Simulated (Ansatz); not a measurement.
Cr₂C:
```
Cr2C
1.0
    3.07700     0.00000     0.00000
    0.00000     3.07700     0.00000
    0.00000     0.00000     5.62567
Cr C
4 2
Direct
  0.00000   0.00000   0.00000
  0.50000   0.50000   0.00000
  0.50000   0.00000   0.35568
  0.00000   0.50000   0.64432
  0.50000   0.00000   0.71706
  0.00000   0.50000   0.28294
```

Relaxed with PBEsol. Special points in fractions of this cell's reciprocal vectors: Γ (0.000, 0.000, 0.000); X (0.000, 0.500, 0.000); M (0.500, 0.500, 0.000); Z (0.000, 0.000, 0.500); R (0.000, 0.500, 0.500); A (0.500, 0.500, 0.500).

Question: List the band energies nearest the Fermi level at these points for DFT-PBEsol in the program Ansatz with PAW potentials.

Answer: In eV from the Fermi level; about four levels below and three above (degenerate sets whole), none deeper than 8.9 eV; points with the same levels are listed once.

| k | below | above |
|---|---|---|
| Γ | -1.22 -1.22 -0.66 -0.24 | 0.34 1.19 1.19 |
| X | -1.55 -1.55 -0.23 -0.23 | 0.18 0.18 0.64 0.64 |
| M | -2.50 -2.50 -1.62 -1.62 | 0.02 0.02 0.53 0.53 |
| Z | -2.14 -1.17 -1.17 -0.76 | 0.15 0.43 0.59 0.59 |
| R | -1.02 -1.02 -0.68 -0.68 | 0.04 0.04 0.83 0.83 |
| A | -2.93 -2.93 -2.40 -2.40 | 0.25 0.25 0.52 0.52 |

Space group P4/nmm. The cell is a constructed one: a structure type filled with these elements; neither database checked (COD, Materials Project) lists it. Whether it is the stable phase at ambient conditions was not checked. The PBEsol relaxation kept the symmetry of its start; its stability against distortions is not shown here. The workflow began spin-polarised and lost its moments.

Potentials: the later of the program's two PAW sets.
